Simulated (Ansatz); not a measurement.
The relaxed structure here is a generated cell of Bi: the first start was made by placing the elements on the sites of a structure type, and the end was not matched to a known phase here, so it may be hypothetical. Known forms of Bi include space group No. 166.

A relaxed cell of Bi (Pm-3n (No. 223)), relaxed on a k-mesh at least as fine as the one used below. All values below come from r2SCAN (plane waves to 500 eV, PAW, scalar-relativistic; Ansatz, a program for electronic structure). Γ-centred k-mesh 5×5×5 on the run's cell (coarser than for final values), Fermi–Dirac smearing 0.05 eV.

```
CELL_PARAMETERS angstrom
      6.34912     0.00000     0.00000
      0.00000     6.34912     0.00000
      0.00000     0.00000     6.34912
ATOMIC_POSITIONS crystal
  Bi 0.25000 0.00000 0.50000
  Bi 0.75000 0.00000 0.50000
  Bi 0.00000 0.50000 0.25000
  Bi 0.00000 0.50000 0.75000
  Bi 0.50000 0.25000 0.00000
  Bi 0.50000 0.75000 0.00000
  Bi 0.00000 0.00000 0.00000
  Bi 0.50000 0.50000 0.50000
```

The atoms are displaced by (Å):

```
atom      ux      uy      uz
----  ------  ------  ------
Bi1    0.159   0.062  -0.018
Bi2    0.086   0.130  -0.117
Bi3    0.016  -0.011   0.089
Bi4    0.110  -0.101  -0.016
Bi5    0.220   0.104  -0.043
Bi6   -0.032   0.028   0.036
Bi7   -0.023  -0.024   0.005
Bi8    0.033   0.146   0.012
```

### Question
What forces (eV/Å) and pressure result?

### Answer
| atom | Fx | Fy | Fz |
|---|---|---|---|
| Bi1 | -0.03 | -0.06 | 0.04 |
| Bi2 | 0.31 | -0.01 | -0.06 |
| Bi3 | -0.10 | -0.01 | -0.12 |
| Bi4 | 0.01 | -0.08 | 0.39 |
| Bi5 | 0.10 | -0.10 | -0.13 |
| Bi6 | -0.19 | 0.29 | -0.04 |
| Bi7 | -0.05 | -0.26 | -0.09 |
| Bi8 | -0.06 | 0.21 | 0.01 |

Pressure +0.3 GPa.

The undisplaced cell is probably no minimum: from this displacement the run went on to R-3m (No. 166), 0.37 eV/atom below it.

No spin polarisation in the result.
